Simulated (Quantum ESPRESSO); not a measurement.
```xyz
12
Lattice="5.2022 -3.0063 0.0000 5.2022 3.0063 0.0000 -3.4747 0.0000 6.6424" Properties=species:S:1:pos:R:3 pbc="T T T"
O      4.2304    -1.2825     1.2577
O      4.2304     1.2825     1.2577
O      2.7303     1.2888     5.2542
O      2.7303    -1.2888     5.2542
O      2.0070     0.0000     1.4306
O      4.9414     0.0000     5.4628
O      3.7285     0.0000     3.3205
P      3.5202     0.0000     1.7012
P      3.5014     0.0000     4.9389
Ca    -3.4554     0.0000     6.6408
Cs     6.9506     0.0000     2.2273
Cs    -0.0039     0.0000     4.4126
```

The geometry is that of Materials Project entry mp-1226202, symmetrised and not relaxed again.

Task: What does LDA (Quantum ESPRESSO, PseudoDojo norm-conserving, 84 Ry, without SOC) give for the electronic structure near the Fermi level?

Result: The LDA gap is direct, 4.69 eV at Γ. 

The structure is a Materials Project entry; no match was found in the copy of COD used, and its stability was not checked.
